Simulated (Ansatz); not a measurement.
## Yb (diamond): energy against volume

All numbers below come from DFT, r2SCAN, plane waves (500 eV) with PAW, scalar-relativistic in Ansatz 0.2.0. The PAW files were generated under PBE, with cores re-solved for the functional.

The cell is scaled uniformly from the relaxed one, with fractional coordinates and shape fixed. Energies are extrapolated to zero smearing, pressures are those at the given smearing. Magnetic state: spin not included.

A Birch-Murnaghan fit gives V₀ = 80.29 Å³/atom, B₀ = 3.9 GPa, B₀′ = 2.2.

**Question.** What are the energy above the minimum and the pressure at 73.386 Å³/atom?

**Answer.** 8.0 meV/atom and 0.36 GPa as computed.

**Question.** What are the energy above the minimum and the pressure at 82.958 Å³/atom?

**Answer.** 1.0 meV/atom and -0.15 GPa as computed.

**Question.** What are the energy above the minimum and the pressure at 89.340 Å³/atom?

**Answer.** 11.0 meV/atom and -0.39 GPa as computed.
